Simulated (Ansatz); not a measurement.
Task: Name crystals whose computed values (the program Ansatz at the HSE06 level (PAW)) fall in these windows: gap (eV) 2.0 to 2.4; B₀ by P(V) fit (GPa) 73 to 100.

Result: 

```csv
crystal,gap (eV),B₀ by P(V) fit (GPa)
"GaP, zinc blende",2.27,87.7
"AlP, zinc blende",2.28,90.7
"CdSiP2, chalcopyrite",2.02,83.3
```
Others may fit too.

All cells were relaxed under the symmetry of their starts (and spin orders); stability against distortions was not tested throughout. Spin–orbit coupling is left out wherever it is not named.

Potentials: the later of the program's two PAW sets.
